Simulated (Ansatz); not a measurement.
Input file for Ansatz (a first-principles code):

Ansatz 0.2 input:
```yaml
crystal:
  lattice:
    - [6.4349095648, 0.0, 0.0]
    - [0.0, 4.4952969849, 0.0]
    - [0.0, 0.0, 4.4952589789]
  atoms:
    - { symbol: Bi, position: [0.7246191357, 0.25, 0.2496345409] }
    - { symbol: Bi, position: [0.2753808643, 0.75, 0.7503654591] }
    - { symbol: Bi, position: [0.2246191357, 0.25, 0.2503654591] }
    - { symbol: Bi, position: [0.7753808643, 0.75, 0.7496345409] }
kpoints:
  mp_grid: { grid: [7, 9, 9] }
hamiltonian:
  xc: lda
  pseudopotentials: { azcp: { folder: ./paw }, kind: paw }
scf:
  occupations: { method: fermi_dirac, width: 0.1 }
phonons:
  method: dfpt
  response_accuracy: low
  eigenvectors: true
  rigid_motions: translations
```

Output (shortened):

```
Pseudopotential: Bi, paw, valence charge 15
Functional definition: SPW92
Crystal: 4 atoms, lattice volume = 130.034 Å³
Basis set: ecut = 420 eV, 2533 PW (Γ), exchange–correlation on 96×64×64 points (8 copies of the dense FFT grid, shifted against one another)
Bands: 36, of which v1, the nominal top of the filled ones, is band 30 counted from 1 (29 counted from 0)
Symmetry: 8 space group operations
k-points: 160 of 567 (irreducible under 2 space group operations, time reversal used)
SCF iter   1: F=—  HF=-48351.351430 eV  |F-HF|=—  |Δ(HF+E_count)|=         —  Δρ=9.53e-3  dr2=1.09e-1  ethr=3.10e-3  ⟨swp⟩=7.3  Hψ=24958  notcnv=0
preconditioner: auto → Kerker (q_TF=auto, 2.398 Å⁻¹)
SCF iter   2: F=—  HF=-48351.327406 eV  |F-HF|=—  |Δ(HF+E_count)|=   2.40e-2  Δρ=5.87e-3  dr2=4.15e-2  ethr=1.82e-4  ⟨swp⟩=1.1  Hψ=7254  notcnv=0
SCF iter   3: F=—  HF=-48351.319141 eV  |F-HF|=—  |Δ(HF+E_count)|=   8.27e-3  Δρ=1.05e-3  dr2=1.81e-3  ethr=6.92e-5  ⟨swp⟩=2.0  Hψ=10544  notcnv=0
SCF iter   4: F=—  HF=-48351.319123 eV  |F-HF|=—  |Δ(HF+E_count)|=   1.84e-5  Δρ=2.65e-4  dr2=1.76e-4  ethr=3.02e-6  ⟨swp⟩=1.0  Hψ=5737  notcnv=0
SCF iter   5: F=—  HF=-48351.319131 eV  |F-HF|=—  |Δ(HF+E_count)|=   8.09e-6  Δρ=5.28e-5  dr2=4.57e-6  ethr=2.94e-7  ⟨swp⟩=2.0  Hψ=6703  notcnv=0
SCF iter   6: F=—  HF=-48351.319118 eV  |F-HF|=—  |Δ(HF+E_count)|=   1.34e-5  Δρ=8.80e-6  dr2=6.48e-8  ethr=7.62e-9  ⟨swp⟩=2.0  Hψ=10564  notcnv=0
SCF iter   7: F=—  HF=-48351.319118 eV  |F-HF|=—  |Δ(HF+E_count)|=   1.44e-8  Δρ=1.19e-6  dr2=1.78e-9  ethr=1.08e-10  ⟨swp⟩=2.0  Hψ=10276  notcnv=0
SCF iter   8: F=—  HF=-48351.319118 eV  |F-HF|=—  |Δ(HF+E_count)|=  2.91e-11  Δρ=2.75e-7  dr2=9.16e-11  ethr=2.97e-12  ⟨swp⟩=2.2  Hψ=7472  notcnv=0
SCF iter   9: F=-48351.319118 eV  HF=-48351.319118 eV  |F-HF|=7.28e-12  |Δ(HF+E_count)|=  2.18e-11  Δρ=3.71e-8  dr2=9.72e-13  ethr=1.00e-12  ⟨swp⟩=6.6  Hψ=27117  notcnv=0
SCF 1 converged in 9 iterations: F = -48351.319118 eV  dr2 = 9.72e-13
DFPT response loops at Γ: preconditioner auto → Kerker (q_TF=auto, 2.398 Å⁻¹) (partly filled bands, converged f_vac=0.000) …
phonon interpolation: 8 periodic images of 4 blocks of the force constants (a block to an ordered pair of atoms and a translation) lie up to 3.44e-3 Å farther …
SCF converged after 9 iterations
Free energy (F): -48351.319118 eV
Harris-Foulkes:  -48351.319118 eV  (|F-HF|=7.28e-12)
Internal energy: -48351.261442 eV  (E = F + TS)
E sigma→0 (E₀):  -48351.290280 eV
Entropy (-TS):   -0.057676 eV (-14.419 meV/atom)
Fermi energy:    10.580466 eV
--- Per-component energies (eV) ---
  E_band       = -385.465508
  E_kinetic    = 1022.200333
  E_local      = -5147.644629  (includes V_loc(G=0)·N_el)
  E_nonlocal   = 1650.482726
  E_hartree    = 1904.439874
  E_xc         = -604.212956
  E_vxc        = -527.852499  (∫ρ·V_xc dr)
  E_paw        = -41409.817462  (= ΣΔE_a)
  E_vpaw       = -1191.532040  (= ΣTr[D̂ρ^β])
  E_aug_tail   = 0.000843  (compensation charges beyond the density's cutoff)
  E_ewald      = -5766.690885
  E_core_change = -0.019284  (= ΣΔE_core)
  E_smearing   = -0.057676  (= −TS)
  E_closure    = 0.000000  (closes the sum)
  Σ components = -48351.319118   (vs F -48351.319118, Δ=0.00e0)
  [band-id]    e_kinetic+e_local+e_nonlocal+2·e_hartree+e_vxc+e_vpaw+e_augmentation_tail = -385.465519   (vs E_band -385.465508, Δ=-1.01e-5)
--- Band table (eV; the first three rows and the last of 160) ---
  k-point 0: bands = ["-12.3367", "-12.3200", "-12.3189", "-12.1835", "-12.1699", "-12.1665", "-12.1567", "-12.1567", "-12.0552", "-12.0552", "-12.0373", "-12.0373", "-12.0245", "-11.9640", "-11.9640", "-11.9540", "-11.9477", "-11.8275", "-11.8229", …
  k-point 1: bands = ["-12.3230", "-12.3155", "-12.3066", "-12.1762", "-12.1744", "-12.1593", "-12.1554", "-12.1519", "-12.0596", "-12.0593", "-12.0349", "-12.0344", "-12.0168", "-11.9678", "-11.9658", "-11.9600", "-11.9535", "-11.8381", "-11.8340", …
  k-point 2: bands = ["-12.3026", "-12.2833", "-12.2715", "-12.1883", "-12.1538", "-12.1505", "-12.1390", "-12.1375", "-12.0723", "-12.0706", "-12.0281", "-12.0261", "-11.9955", "-11.9802", "-11.9773", "-11.9709", "-11.9702", "-11.8799", "-11.8763", …
  k-point 159: bands = ["-12.1836", "-12.1675", "-12.1427", "-12.1223", "-12.1061", "-12.0920", "-12.0763", "-12.0756", "-12.0687", "-12.0600", "-12.0589", "-12.0555", "-12.0400", "-12.0375", "-12.0340", "-12.0326", "-12.0106", "-12.0064", "-11.9836", …
--- Phonons (Γ-DFPT): 3 representative perturbations + reference, on 160 of 567 k-points (Σ response iterations 9) ---
  ASR residual: 5.476e-4 → 0.000e0 eV/Å²; symmetrization residual: 6.671e-5 eV/Å²
  ASR residual per site (eV/Å²): 5.48e-4 5.48e-4 5.48e-4 5.48e-4
  Γ frequencies (cm⁻¹): -68.24 -68.22 -37.54 0.00 0.00 0.00 8.90 8.91 25.81 64.39 73.95 73.96
  non-analytic LO–TO correction: not included (Born effective charges unavailable; polar crystals: no LO–TO splitting at Γ)
```

Cost: about 2.2 core-minutes (a rough figure) on shared cores.

Space group P4/nmm. The workflow started from a Materials Project entry (that database holds measured and hypothetical structures alike); the Crystallography Open Database copy checked does not list it. It is not the phase usual at ambient conditions (space group No. 166). Symmetry was held in the LDA relaxation. At this level the phase is dynamically unstable (imaginary phonons). As this level gives no gap, phonon frequencies hold no LO–TO term and depend on the k-mesh and smearing (Fermi–Dirac, 0.1 eV here). Point labels and valley counts follow the cell and symmetry of the run, lower than the named group. Spin–orbit coupling is left out wherever it is not named.

Potentials: the earlier of the program's two PAW sets. The files were generated under PBE; for other functionals the program regenerates the frozen cores, and for LDA and PBEsol the local potential too.

Ansatz is a plane-wave DFT program.
